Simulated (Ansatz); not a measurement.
Input, command and steps of an Ansatz relaxation.

```yaml
crystal:
  lattice:
    - [3.1335250029, 0.0, 0.0]
    - [-1.5667625015, 2.7137122559, 0.0]
    - [0.0, 0.0, 13.5782895714]
  atoms:
    - { symbol: Ti, position: [0.3333333333, 0.6666666667, 0.0809835412] }
    - { symbol: Ti, position: [0.3333333333, 0.6666666667, 0.4190164588] }
    - { symbol: Ti, position: [0.6666666667, 0.3333333333, 0.5809835412] }
    - { symbol: Ti, position: [0.6666666667, 0.3333333333, 0.9190164588] }
    - { symbol: Sn, position: [0.3333333333, 0.6666666667, 0.75] }
    - { symbol: Sn, position: [0.6666666667, 0.3333333333, 0.25] }
    - { symbol: C, position: [0.0, 0.0, 0.0] }
    - { symbol: C, position: [0.0, 0.0, 0.5] }
basis:
  ecutwfc: 500
kpoints:
  mp_grid: { grid: [12, 12, 4] }
hamiltonian:
  xc: r2scan
scf:
  occupations: { method: gaussian, width: 0.1 }
output:
  forces: true
  stress: true
  eigenvalues: true
relax:
  adjacent_minimum: "off"
  f_tol: 0.01
  max_steps: 30
  cell: { stress_tol: 0.1, fix: [volume] }
```

```bash
ansatz run input.yaml --threads 2 --pin off --max-ram 5120MiB --backend cpu --events-out ev --progress --plain --runs-dir out
```

Theory: DFT r2SCAN, scalar-relativistic, plane waves, PAW in Ansatz.

The volume is held at 0.97 times that of the relaxed cell.

Of 5 frames 4 are shown, positions in Å and forces in eV/Å; the SCF threshold varies from step to step. Steps run on the plane waves of an earlier cell, with a Pulay correction in the pressure. The basis is chosen afresh for the last frame, the zero of the energies, and at times for earlier ones too; energy and pressure step there, also at an unchanged geometry.

```xyz
8
Lattice="3.1335 0.0000 0.0000 -1.5668 2.7137 0.0000 0.0000 0.0000 13.5783" Properties=species:S:1:pos:R:3:forces:R:3 pbc="T T T" step=1 free_energy_over_end_meV_per_atom=0.74 pressure_GPa=5.33
Ti    0.0000    1.8091    1.0996    0.0000    0.0000    0.2616
Ti    0.0000    1.8091    5.6895    0.0000    0.0000   -0.2616
Ti    1.5668    0.9046    7.8888    0.0000    0.0000    0.2616
Ti    1.5668    0.9046   12.4787    0.0000    0.0000   -0.2616
Sn    0.0000    1.8091   10.1837    0.0000    0.0000    0.0000
Sn    1.5668    0.9046    3.3946    0.0000    0.0000    0.0000
C     0.0000    0.0000    0.0000    0.0000    0.0000    0.0000
C     0.0000    0.0000    6.7891    0.0000    0.0000    0.0000
8
Lattice="3.1324 0.0000 0.0000 -1.5662 2.7127 0.0000 0.0000 0.0000 13.5883" Properties=species:S:1:pos:R:3:forces:R:3 pbc="T T T" step=2 free_energy_over_end_meV_per_atom=0.07 pressure_GPa=4.66
Ti    0.0000    1.8085    1.1145    0.0000    0.0000   -0.0671
Ti    0.0000    1.8085    5.6797    0.0000    0.0000    0.0671
Ti    1.5662    0.9042    7.9086    0.0000    0.0000   -0.0671
Ti    1.5662    0.9042   12.4738    0.0000    0.0000    0.0671
Sn    0.0000    1.8085   10.1912    0.0000    0.0000    0.0000
Sn    1.5662    0.9042    3.3971    0.0000    0.0000    0.0000
C     0.0000    0.0000    0.0000    0.0000    0.0000    0.0000
C     0.0000    0.0000    6.7941    0.0000    0.0000    0.0000
8
Lattice="3.1356 0.0000 0.0000 -1.5678 2.7155 0.0000 0.0000 0.0000 13.5605" Properties=species:S:1:pos:R:3:forces:R:3 pbc="T T T" step=3 free_energy_over_end_meV_per_atom=0.01 pressure_GPa=4.78
Ti    0.0000    1.8103    1.1099    0.0000    0.0000   -0.0031
Ti    0.0000    1.8103    5.6704    0.0000    0.0000    0.0031
Ti    1.5678    0.9052    7.8901    0.0000    0.0000   -0.0031
Ti    1.5678    0.9052   12.4506    0.0000    0.0000    0.0031
Sn    0.0000    1.8103   10.1704    0.0000    0.0000    0.0000
Sn    1.5678    0.9052    3.3901    0.0000    0.0000    0.0000
C     0.0000    0.0000    0.0000    0.0000    0.0000    0.0000
C     0.0000    0.0000    6.7803    0.0000    0.0000    0.0000
8
Lattice="3.1341 0.0000 0.0000 -1.5671 2.7142 0.0000 0.0000 0.0000 13.5730" Properties=species:S:1:pos:R:3:forces:R:3 pbc="T T T" step=5 free_energy_over_end_meV_per_atom=0.00 pressure_GPa=4.80
Ti    0.0000    1.8095    1.1104    0.0000    0.0000    0.0034
Ti    0.0000    1.8095    5.6761    0.0000    0.0000   -0.0034
Ti    1.5671    0.9047    7.8969    0.0000    0.0000    0.0034
Ti    1.5671    0.9047   12.4626    0.0000    0.0000   -0.0034
Sn    0.0000    1.8095   10.1798    0.0000    0.0000    0.0000
Sn    1.5671    0.9047    3.3933    0.0000    0.0000    0.0000
C     0.0000    0.0000    0.0000    0.0000    0.0000    0.0000
C     0.0000    0.0000    6.7865    0.0000    0.0000    0.0000
```

The run took 97 s on 2 threads of Intel(R) Xeon(R) Platinum 8259CL CPU @ 2.50GHz (Skylake/Cascade Lake), on a shared host, peak memory 0.89 GiB.